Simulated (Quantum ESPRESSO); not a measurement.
## Convergence of NMR parameters in AgI

```
AgI
1.0
    0.00000     3.28210     3.28210
    3.28210     0.00000     3.28210
    3.28210     3.28210     0.00000
Ag I
1 1
Direct
  0.00000   0.00000   0.00000
  0.75000   0.75000   0.75000
```
The geometry is a computed Materials Project entry, not a measured one. It is AgI in F-43m. Stability against distortions was not tested. The run has no spin polarisation.

Method: σ by GIPAW with PBE in a modified build of Quantum ESPRESSO, on JTH PAW datasets. The cutoff rises from row to row, with the meshes as listed. Costs are rough, from a shared machine. Shieldings are absolute and leave out the bulk-susceptibility term; a larger σ means a smaller chemical shift. No spin–orbit coupling; I is the heaviest element present. The datasets of I hold no d projectors, which limits absolute σ on these atoms.

```
setting  cutoff (Ha)            k-mesh
-------  -----------  ----------------
A                  8   4×4×4 through Γ
B                 10     5×5×5 shifted
C                 20     7×7×7 shifted
D                 30  10×10×10 shifted
```

Problem. From which setting on does σ_iso I (ppm) stay within 1 of the tightest run?

Solution. From D on (only the tightest run itself). Differences from the tightest run: A -2344.9, B 30.5, C 6.2.

```json
[
 {"setting": "A", "cutoff (Ha)": "8", "k-mesh": "4×4×4 through Γ", "σ_iso Ag (ppm)": "2890.8", "σ_iso I (ppm)": "2667.6", "f-sum rule missed by (%)": "0.88", "rough cost ratio": "about 1"},
 {"setting": "B", "cutoff (Ha)": "10", "k-mesh": "5×5×5 shifted", "σ_iso Ag (ppm)": "2770.7", "σ_iso I (ppm)": "5043.0", "f-sum rule missed by (%)": "0.19", "rough cost ratio": "2"},
 {"setting": "C", "cutoff (Ha)": "20", "k-mesh": "7×7×7 shifted", "σ_iso Ag (ppm)": "2761.7", "σ_iso I (ppm)": "5018.7", "f-sum rule missed by (%)": "0.00", "rough cost ratio": "9"},
 {"setting": "D", "cutoff (Ha)": "30", "k-mesh": "10×10×10 shifted", "σ_iso Ag (ppm)": "2761.8", "σ_iso I (ppm)": "5012.5", "f-sum rule missed by (%)": "0.00", "rough cost ratio": "80"}
]
```
